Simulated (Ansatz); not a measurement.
**Zr (hcp, Mg type), energy against volume**

Zr (hcp, Mg type)

```
Zr
1.0
    3.23126     0.00000     0.00000
   -1.61563     2.79835     0.00000
    0.00000     0.00000     5.17316
Zr
2
Direct
  0.33333   0.66667   0.75000
  0.66667   0.33333   0.25000
```

The volume is varied about the relaxed value V₀ at fixed cell shape. Symmetry pins the atoms to their sites.

The numbers are results of PBE (plane waves to 420 eV, PAW, scalar-relativistic; Ansatz, an electronic-structure program), not measurements. k mesh 17×17×9 (Γ-centred), Fermi-Dirac smearing 0.05 eV. The energy includes the smearing's −TS. Stress and pressure are positive under compression. With the shape held, the modulus is that of even scaling; a crystal free to change shape is softer. Zr is run without spin polarisation. Zr was relaxed with its symmetry unable to fall. ΔE is measured from the relaxed starting cell.

| V (Å³/atom) | ΔE (meV/atom) | P (GPa) |
|---|---|---|
| 21.050 | 80 | 11.7 |
| 21.634 | 43 | 8.3 |
| 22.219 | 18 | 5.2 |
| 22.804 | 4 | 2.5 |
| 23.388 | 0 | 0.0 |
| 23.973 | 4 | -2.2 |
| 24.558 | 16 | -4.2 |
| 25.143 | 35 | -6.0 |
| 25.727 | 60 | -7.6 |

Key numbers:

Pressure at the smallest volume: 11.7 GPa
Energy cost of the largest compression: 80 meV/atom
Energy cost of the largest expansion: 60 meV/atom
Bulk modulus at fixed cell shape B₀ (third-order Birch-Murnaghan fit): 93.8 GPa
Pressure derivative B₀′ (fit): 3.3
Equilibrium volume of the fit: 23.39 Å³/atom
Pressure for 5 % compression (fit): 5.2 GPa

(A scan under strain: stresses follow from slopes of the energy per volume, elastic moduli from its curvatures.)
